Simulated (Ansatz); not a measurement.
# SnSe₂ (CdI2 type) under strain

SnSe₂ (CdI2 type), relaxed with r2SCAN+rVV10 in Ansatz. It is trigonal, P-3m1 (No. 164); conventional cell a = 3.825 Å, c = 6.227 Å, 26.30 Å³ an atom. Around Sn lie 6 Se at 2.71 Å; around Se lie 3 Sn at 2.71 Å.

The axes x, y and z are those of this cell:
```xyz
3
Lattice="3.8251 0.0000 0.0000 -1.9126 3.3127 0.0000 0.0000 0.0000 6.2271" Properties=species:S:1:pos:R:3 pbc="T T T"
Sn    0.0000    0.0000    0.0000
Se    0.0000    2.2085    1.5759
Se    1.9126    1.1042    4.6511
```

Unstrained: PBE gives an indirect gap of 0.629 eV, from k = (-0.089, 0.172, 0) to k = (0, 0.458, 0.344); the least direct gap is 1.132 eV at Γ. The r2SCAN gap is indirect, 0.916 eV (k = (-0.089, 0.172, 0) to k = (0, 0.458, 0.344)), below the direct gap of 1.491 eV at k = (0, 0.417, 1/4). HSE06 gives an indirect gap of 1.296 eV, from k = (-0.089, 0.172, 0) to k = (0, 0.458, 0.344); the least direct gap is 1.884 eV at k = (0, 0.458, 0.344). r2SCAN+SOC gives an indirect gap of 0.889 eV, from Γ–M (0.33 of the way from Γ) to k = (0, 0.458, 0.344); the least direct gap is 1.471 eV at k = (0, 0.458, 0.344). Meshes: PBE 12×12×4, r2SCAN 12×12×4, HSE06 6×6×4, r2SCAN+SOC 12×12×4. Strains are changes of length per length. After each strain the atoms were relaxed again with r2SCAN+rVV10 in this cell and within any symmetry left, so distortions that break it or need a larger cell weren't tested; points keep the names that they have in the unstrained zone. No magnetic order and no zero-point or thermal motion.

Changes of the least gap in eV (an overlap counts as a negative gap):
```tsv
strain	volume change (%)	space group	PBE	r2SCAN	HSE06	r2SCAN+SOC	G0W0@PBE (mesh)
epitaxial -4.0 % in the xy plane, free normal strain +3.22 %	-4.9	P-3m1	-0.251	-0.236	-0.278	–	-0.28
epitaxial -3.0 % in the xy plane, free normal strain +2.53 %	-3.5	P-3m1	-0.170	-0.158	-0.199	–	-0.19
epitaxial -2.0 % in the xy plane, free normal strain +1.81 %	-2.2	P-3m1	-0.099	-0.090	-0.129	–	-0.12
epitaxial -1.0 % in the xy plane, free normal strain +0.97 %	-1.0	P-3m1	-0.037	-0.030	-0.069	–	-0.06
epitaxial +1.0 % in the xy plane, free normal strain -0.87 %	+1.1	P-3m1	-0.068	-0.076	-0.071	–	0.00
epitaxial +2.0 % in the xy plane, free normal strain -1.89 %	+2.1	P-3m1	-0.152	-0.170	-0.159	–	–
epitaxial +3.0 % in the xy plane, free normal strain -2.98 %	+2.9	P-3m1	-0.259	–	-0.228	–	–
epitaxial +4.0 % in the xy plane, free normal strain -4.21 %	+3.6	P-3m1	-0.490	-0.435	-0.489	–	–
```
Unstrained, G0W0@PBE with 329 empty bands, a screening cutoff of 150 eV and a 6×6×2 mesh gives 1.29 eV on its mesh; the band count follows the volume. G0W0 here is at a finite number of bands, screening cutoff and k mesh, not at the basis limit.

Epitaxial -4.0 % in the xy plane, free normal strain +3.22 %. HSE06: the gap goes from 1.296 to 1.018 eV (-0.278 eV); the edges go from (-0.089, 0.172, 0) → (0, 0.458, 0.344) to (-0.109, 0.109, 0.188) → (0, -0.477, -0.398). Stress change with PBE, compression positive: xx +5.97, yy +5.97, zz +0.53 GPa.

Epitaxial -3.0 % in the xy plane, free normal strain +2.53 %. HSE06: the gap goes from 1.296 to 1.098 eV (-0.199 eV); the edges go from (-0.089, 0.172, 0) → (0, 0.458, 0.344) to (-0.120, 0.120, 0.174) → (0, 0.471, 0.383). Stress change with PBE, compression positive: xx +4.27, yy +4.27, zz +0.37 GPa.

Epitaxial -2.0 % in the xy plane, free normal strain +1.81 %. HSE06: the gap goes from 1.296 to 1.167 eV (-0.129 eV); the edges go from (-0.089, 0.172, 0) → (0, 0.458, 0.344) to (0, 0.130, -0.161) → (0, 0.469, 0.370). Stress change with PBE, compression positive: xx +2.70, yy +2.70, zz +0.21 GPa.

Epitaxial -1.0 % in the xy plane, free normal strain +0.97 %. HSE06: the gap goes from 1.296 to 1.227 eV (-0.069 eV); the edges go from (-0.089, 0.172, 0) → (0, 0.458, 0.344) to (0, 0.141, -0.151) → (0, 0.464, 0.357). Stress change with PBE, compression positive: xx +1.28, yy +1.28, zz +0.09 GPa.

Epitaxial +1.0 % in the xy plane, free normal strain -0.87 %. HSE06: the gap goes from 1.296 to 1.226 eV (-0.071 eV). Stress change with PBE, compression positive: xx -1.21, yy -1.21, zz -0.17 GPa.

Epitaxial +2.0 % in the xy plane, free normal strain -1.89 %. HSE06: the gap goes from 1.296 to 1.137 eV (-0.159 eV); the edges go from (-0.089, 0.172, 0) → (0, 0.458, 0.344) to Γ–K (0.20) → (0, 0.445, 0.323). Stress change with PBE, compression positive: xx -2.28, yy -2.28, zz -0.29 GPa.

Epitaxial +3.0 % in the xy plane, free normal strain -2.98 %. HSE06: the gap goes from 1.296 to 1.068 eV (-0.228 eV); the edges go from (-0.089, 0.172, 0) → (0, 0.458, 0.344) to Γ–K (0.16) → Γ. Stress change with PBE, compression positive: xx -3.24, yy -3.24, zz -0.37 GPa.

Epitaxial +4.0 % in the xy plane, free normal strain -4.21 %. HSE06: the gap goes from 1.296 to 0.807 eV (-0.489 eV); the edges go from (-0.089, 0.172, 0) → (0, 0.458, 0.344) to Γ–K (0.14) → Γ. Stress change with PBE, compression positive: xx -4.10, yy -4.10, zz -0.47 GPa.

Only the levels marked +SOC include spin-orbit coupling.

Where an edge lies off the special points, it is a point of the mesh or the k point where a search put PBE's edge or least direct gap, reused for the other functionals, whose own edges may lie a little apart.

Coordinates of k points refer to the reciprocal vectors of the primitive cell of the runs.

The meshes of the hybrids are coarse, so their gaps aren't converged to the digits shown.
